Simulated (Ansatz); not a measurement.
Surface loss at microwave frequencies, Drude damping in the near infrared and electronic heat conduction all follow from the resistivity and the plasma energy of a metal.

fcc Al serves as the reference. Frequency 10 GHz, photon energy 0.8 eV, T = 300 K, Lorenz number 2.44×10⁻⁸ WΩ/K². All rows are cubic metals, run without spin polarisation.

Where the numbers come from (Ansatz, a plane-wave PAW program): resistivity, plasma energy, N(E_F): PBEsol, Boltzmann equation with harmonic phonons, 300 K, mean over directions.

Whether these are the forms stable at ambient conditions was not checked: MgLa (CsCl type); LuZn (CsCl type); YZn (CsCl type); HfTc (CsCl type); ScZn (CsCl type); TaTc (CsCl type); IrGa (CsCl type). Spin–orbit coupling is left out unless named.

Model: R_s = √(πfμ₀ρ) = 6.283 mΩ × √(f ρ); ħγ = ħε₀ω_p²ρ = 0.1345 meV × (ħω_p)² ρ; quality = ω/γ; κ_e = L₀T/ρ = 732/ρ.

```tsv
crystal	ρ (μΩ·cm)	ħω_p (eV)	N(E_F) (states/eV/atom)	surface resistance (mΩ)	damping ħγ (meV)	Drude quality	electronic κ (W/(m·K))
MgLa (CsCl type)	41	3.8	1.13	(withheld)	(withheld)	(withheld)	(withheld)
LuZn (CsCl type)	30	4.7	0.85	110	89.1	9.0	24
YZn (CsCl type)	67	4.0	1.50	(withheld)	(withheld)	(withheld)	(withheld)
HfTc (CsCl type)	6.2	7.6	0.75	(withheld)	(withheld)	(withheld)	(withheld)
fcc Al, reference	2.3	12.4	0.40	30	47.6	17	320
ScZn (CsCl type)	26	4.4	0.99	100	67.7	12	28
TaTc (CsCl type)	3.7	5.6	0.24	38	15.6	51	200
IrGa (CsCl type)	11	4.8	0.24	66	34.1	23	67
```

Task: Fill in the missing entries.

Result: 
- YZn (CsCl type): R_s = 6.283 × √(10 × 67) = 160 mΩ; ħγ = 0.1345 × 4.0² × 67 = 144 meV; Drude quality: 800/144 = 5.6; κ_e = 732/67 = 11 W/(m·K).
- HfTc (CsCl type): R_s = 6.283 × √(10 × 6.2) = 49 mΩ; ħγ = 0.1345 × 7.6² × 6.2 = 48.2 meV; Drude quality: 800/48.2 = 17; κ_e = 732/6.2 = 120 W/(m·K).
- MgLa (CsCl type): R_s = 6.283 × √(10 × 41) = 130 mΩ; ħγ = 0.1345 × 3.8² × 41 = 79.6 meV; Drude quality: 800/79.6 = 10; κ_e = 732/41 = 18 W/(m·K).

By Drude quality (highest first): TaTc (CsCl type) (51 ± 9.6), IrGa (CsCl type) (23 ± 4.4), HfTc (CsCl type) (17 ± 3.1) ≈ fcc Al (17 ± 3.2), ScZn (CsCl type) (12 ± 2.2) ≈ MgLa (CsCl type) (10 ± 1.9) ≈ LuZn (CsCl type) (9.0 ± 1.7), YZn (CsCl type) (5.6 ± 1.0). The ± follows from allowances picked for this note (resistivity 12 %, plasma energy 4 %, 12 % for the model), carried to first order and added in quadrature; ≈ joins neighbours closer than their two ± added in quadrature. 2 of the 7 others clearly beat the reference on this figure.

Only phonon scattering is included, so films lose more. Interband absorption, often the larger optical loss, is outside the Drude quality. Resistivities move by up to 12 % from half the mesh. The rows are a sample of cubic metals; oxides, V to Ni (no spin in these runs) and Tl, Pb, Bi were not drawn. Limits of the draw: cubic metals without O, V to Ni, Tl, Pb or Bi. As a rule kept out of such tables: 4f compounds, open-shell compounds run without a Hubbard term, cells found unstable in the tests at hand, cells close to a higher symmetry, and runs set to a pressure or over 12 % in volume from the crystal's fullest run.
